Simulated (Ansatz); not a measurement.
MnCl2 in space group R-3m (No. 166; Mn on 3a, Cl on 6c), the program Ansatz at the r²SCAN+D4 level (PAW). The conduction-band minimum lies at F, with 3 equivalent valleys. Second derivatives d²E/dk² of the lowest band at one valley (eV·Å²), along Cartesian directions:

```csv
direction,d²E/dk²
[100],5.014
[010],8.644
[001],3.303
[110],3.685
[101],2.996
[011],5.303
```

**Question.** Find the principal effective masses, the density-of-states mass and the conductivity mass.

**Answer.** Off-diagonal terms follow from H_xy = H[110] − (H_xx + H_yy)/2, and m*/mₑ = 7.620 eV·Å² over each eigenvalue: 0.73, 1.7, 4.0. One valley's DOS mass (m₁m₂m₃)^(1/3) = 1.7, conductivity mass 3/(Σ 1/mᵢ) = 1.3 mₑ.

**Question.** What effective density of states Nc follows at 300 K for parabolic valleys?

**Answer.** Nc = 2.509e19 × 3 × (1.7)^(3/2) / 2 (one spin channel) ≈ 8.3e19 cm⁻³.

The workflow started from a Materials Project entry (that database holds measured and hypothetical structures alike); the Crystallography Open Database files this formula in space group No. 166, but the cells were not matched. Its standing as an ambient phase is unchecked. The r²SCAN+D4 relaxation kept the symmetry of its start; its stability against distortions is not shown here. Spin order of the final state: ferromagnetic, the only order run, not a proven ground state. The cell computed holds one magnetic atom, so no antiferromagnetic order was within reach. Other orbital occupations within this spin state were not tried. No Hubbard U is applied.

Potentials: the later of the program's two PAW sets.

Edges and masses are those of Kohn–Sham bands, whose gap is no quasiparticle gap.
